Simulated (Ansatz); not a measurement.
## A run on CO₂

```yaml
crystal:
  lattice:
    - [5.62, 0.0, 0.0]
    - [0.0, 5.62, 0.0]
    - [0.0, 0.0, 5.62]
  atoms:
    - { symbol: C, position: [0.0, 0.0, 0.0] }
    - { symbol: C, position: [0.5, 0.0, 0.5] }
    - { symbol: C, position: [0.5, 0.5, 0.0] }
    - { symbol: C, position: [0.0, 0.5, 0.5] }
    - { symbol: O, position: [0.1200167693, 0.1200167693, 0.1200167693] }
    - { symbol: O, position: [0.3799832307, 0.8799832307, 0.6200167693] }
    - { symbol: O, position: [0.6200167693, 0.3799832307, 0.8799832307] }
    - { symbol: O, position: [0.8799832307, 0.6200167693, 0.3799832307] }
    - { symbol: O, position: [0.8799832307, 0.8799832307, 0.8799832307] }
    - { symbol: O, position: [0.6200167693, 0.1200167693, 0.3799832307] }
    - { symbol: O, position: [0.3799832307, 0.6200167693, 0.1200167693] }
    - { symbol: O, position: [0.1200167693, 0.3799832307, 0.6200167693] }
kpoints:
  mp_grid: { grid: [4, 4, 4] }
scf:
  occupations: { method: fermi_dirac, width: 0.02 }
  max_iter: "yes please"
hamiltonian:
  xc: pbe
  pseudopotentials: { kind: paw, frozen_core: stored }
output:
  forces: true
  stress: true
  populations: true
  efg: { quadrupole_moments_barn: { O: -0.02558 } }
```

```sh
ansatz run input.yaml --threads 1 --pin off --max-ram 3072MiB --backend cpu --events-out ev --progress --plain --runs-dir out
```

Question: What happens when this input is run?

Answer: The input was rejected before any iteration. The input holds a value of the wrong type. The program says:

```
Error: YAML parse error: error: line 23 column 13: invalid u64
  --> <input>:23:13
   |
21 | scf:
22 |   occupations: { method: fermi_dirac, width: 0.02 }
23 |   max_iter: "yes please"
   |             ^ invalid u64
24 | hamiltonian:
25 |   xc: pbe
   |
```

Against a sound input the change was `scf.max_iter`: not typed → yes please.

With the sound settings the run converges and gives V_zz (10²¹ V/m²) C -2.63 (η 0.00), O 7.51 (η 0.00). These hold for the positions as typed, which a relaxation reached. The database entry as given showed forces above 3 eV/Å or a pressure above 30 GPa, though relaxing it moves no atom far.
